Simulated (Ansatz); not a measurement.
CuI built on the zincblende prototype, relaxed with r2SCAN, was run in the plane-wave code Ansatz under altered settings. All numbers are computed, without spin polarisation but where a row says otherwise.

```
Cu I
1.0
     0.00000    3.01203    3.01203
     3.01203    0.00000    3.01203
     3.01203    3.01203    0.00000
Cu I
1 1
Direct
  0.00000 0.00000 0.00000
  0.25000 0.25000 0.25000
```

The base run's other keys:
```yaml
kpoints:
  mp_grid: { grid: [4, 4, 4] }
hamiltonian:
  xc: hse06
scf:
  occupations: { method: fixed }
  n_extra_bands: 4
```

It takes 13 iterations with 1067 plane waves at 420 eV and 8 k points, and leaves a mean stress of +1.63 GPa. The gap over this mesh is 2.684 eV. It ran on 4 threads of Arm Neoverse N1 (shared host).

Outcomes, with energy and stress as changes against the base:

| setting | outcome | ΔF (meV/atom) | Δ mean stress (GPa) | gap on the mesh (eV) | iterations | wall time |
| --- | --- | --- | --- | --- | --- | --- |
| PBE hybrid, exx coeff 0.3, unscreened | converged | – | -0.1 | 3.811 | 17 | 12 s |
| PBE hybrid, exx coeff 0.35, omega 0.2078 1/Å | converged | – | +0.2 | 3.292 | 17 | 13 s |
| PBE hybrid, exx coeff 0.35, unscreened | converged | – | 0.0 | 4.253 | 18 | 13 s |
| PBE hybrid, exx coeff 0.4, unscreened | converged | – | +0.1 | 4.694 | 18 | 13 s |
| scf.exx.q_mesh: [5, 5, 5] | refused | – | – | – | – | 0.88 s |
| scf.n_extra_bands: 0 | converged | 0.0 | 0.0 | 2.684 | 16 | 12 s |

A dash marks a value that wasn't obtained or can't be compared. Stress is positive in compression. The base took 11 s.

- PBE hybrid, exx coeff 0.3, unscreened. That is 30 % exact exchange, at all ranges, against HSE06's 25 % screened at 0.208 1/Å. The mean stress moves by -0.1 GPa and the gap on the mesh by +1.127 eV (to 3.811). Totals of different functionals aren't comparable.
- PBE hybrid, exx coeff 0.35, omega 0.2078 1/Å. That is 35 % exact exchange, screened with ω = 0.2078 1/Å, against HSE06's 25 % screened at 0.208 1/Å. The mean stress moves by +0.2 GPa and the gap on the mesh by +0.608 eV (to 3.292). Totals of different functionals aren't comparable.
- PBE hybrid, exx coeff 0.35, unscreened. That is 35 % exact exchange, at all ranges, against HSE06's 25 % screened at 0.208 1/Å. The mean stress moves by 0.0 GPa and the gap on the mesh by +1.569 eV (to 4.253). Totals of different functionals aren't comparable.
- PBE hybrid, exx coeff 0.4, unscreened. That is 40 % exact exchange, at all ranges, against HSE06's 25 % screened at 0.208 1/Å. The mean stress moves by +0.1 GPa and the gap on the mesh by +2.010 eV (to 4.694). Totals of different functionals aren't comparable.
- scf.exx.q_mesh: [5, 5, 5]. It is rejected at once. Error: invalid value for `scf.exx.q_mesh`: must divide elementwise kpoints.mp_grid.grid

Within 1 meV an atom, 0.1 GPa and 0.005 eV of the base stay: scf.n_extra_bands: 0.

No spin-orbit coupling is included; it can move band edges with weight on the heavy atoms by tenths of an eV.

The program warns that its thresholds are loose for a hybrid's stress.

The meshes of the hybrids are coarse, so their gaps aren't converged to the digits shown.
